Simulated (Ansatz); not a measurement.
AlBN2:
```cif
data_Al2B2N4
_chemical_formula_sum 'Al2 B2 N4'
_space_group_name_H-M_alt 'P 1'
_space_group_IT_number 1
_cell_length_a 4.78113
_cell_length_b 4.78113
_cell_length_c 4.78113
_cell_angle_alpha 129.387
_cell_angle_beta 129.387
_cell_angle_gamma 74.389
loop_
_space_group_symop_operation_xyz
  'x, y, z'
loop_
_atom_site_label
_atom_site_type_symbol
_atom_site_fract_x
_atom_site_fract_y
_atom_site_fract_z
_atom_site_occupancy
Al1 Al 0.75000 0.25000 0.50000 1
Al2 Al 0.00000 0.00000 0.00000 1
B1 B 0.25000 0.75000 0.50000 1
B2 B 0.50000 0.50000 0.00000 1
N1 N 0.18185 0.12500 0.55685 1
N2 N 0.87500 0.43185 0.05685 1
N3 N 0.56815 0.62500 0.44315 1
N4 N 0.37500 0.81815 0.94315 1
```

Relaxed with PBEsol.

**Question.** Which orbitals make up the states near the band edges in PBEsol (plane waves, PAW; program Ansatz)?

**Answer.** Top 1 eV of the valence band: N 2p 88 %, Al 3p 6 %. Bottom 1 eV of the conduction band: Al 3p 51 %, N 2s 17 %, B 2p 16 %, N 2p 6 %, outside the projected shells 10 %. Projections are on Löwdin-orthogonalised atomic valence shells; empty p or d shells of many metals are not among them.

**Question.** Tabulate the density of states.

**Answer.** States/eV per cell of 8 atoms, in 0.25 eV bins, energy from the valence-band maximum.

```tsv
E (eV)	total	N 2p	Al 3p	B 2p
-7.85	2.85	1.73	0.20	0.29
-7.60	2.20	1.34	0.12	0.25
-7.35	1.72	1.04	0.09	0.21
-7.10	2.11	1.32	0.09	0.25
-6.85	2.06	1.26	0.11	0.31
-6.60	2.65	1.62	0.14	0.43
-6.35	2.64	1.60	0.16	0.46
-6.10	3.09	1.87	0.23	0.61
-5.85	2.31	1.41	0.17	0.42
-5.60	1.83	1.12	0.13	0.30
-5.35	2.67	1.69	0.19	0.45
-5.10	2.88	1.86	0.21	0.51
-4.85	2.18	1.44	0.15	0.40
-4.60	2.95	1.94	0.17	0.50
-4.35	2.61	1.73	0.14	0.44
-4.10	2.15	1.43	0.13	0.35
-3.85	3.76	2.53	0.23	0.61
-3.60	2.71	1.87	0.16	0.38
-3.35	3.83	2.67	0.23	0.56
-3.10	3.14	2.22	0.19	0.46
-2.85	4.02	2.88	0.27	0.52
-2.60	3.31	2.39	0.33	0.35
-2.35	3.43	2.56	0.33	0.35
-2.10	3.20	2.46	0.24	0.32
-1.85	2.98	2.35	0.22	0.24
-1.60	4.18	3.36	0.38	0.21
-1.35	3.91	3.23	0.33	0.17
-1.10	4.08	3.42	0.33	0.18
-0.85	4.87	4.20	0.33	0.18
-0.60	5.22	4.63	0.32	0.15
-0.35	2.21	2.00	0.09	0.08
-0.10	0.53	0.48	0.01	0.02
0.15	0.00	0.00	0.00	0.00
0.40	0.00	0.00	0.00	0.00
0.65	0.00	0.00	0.00	0.00
0.90	0.00	0.00	0.00	0.00
1.15	0.00	0.00	0.00	0.00
1.40	0.00	0.00	0.00	0.00
1.65	0.00	0.00	0.00	0.00
1.90	0.00	0.00	0.00	0.00
2.15	0.00	0.00	0.00	0.00
2.40	0.00	0.00	0.00	0.00
2.65	0.00	0.00	0.00	0.00
2.90	0.04	0.00	0.02	0.01
3.15	0.08	0.00	0.04	0.01
3.40	0.10	0.01	0.05	0.02
3.65	0.13	0.01	0.07	0.02
3.90	0.23	0.02	0.11	0.04
4.15	0.43	0.03	0.19	0.07
4.40	0.56	0.05	0.24	0.09
4.65	0.72	0.07	0.30	0.11
4.90	0.81	0.09	0.34	0.13
5.15	1.00	0.12	0.41	0.15
5.40	1.24	0.17	0.51	0.18
5.65	1.58	0.24	0.65	0.21
5.90	1.95	0.30	0.76	0.22
6.15	2.20	0.35	0.88	0.23
6.40	2.93	0.47	1.17	0.30
6.65	3.65	0.63	1.46	0.33
6.90	2.28	0.42	0.84	0.20
7.15	1.96	0.39	0.64	0.20
7.40	2.94	0.56	0.82	0.35
```

Space group I-42d (chalcopyrite). The start of the workflow was typed in or built on a structure type; neither database checked (COD, Materials Project) lists it. Its standing as an ambient phase is unchecked. Symmetry was held in the PBEsol relaxation; its stability against distortions is not shown here.

Potentials: the earlier of the program's two PAW sets. The files were generated under PBE; for other functionals the program regenerates the frozen cores, and for LDA and PBEsol the local potential too.
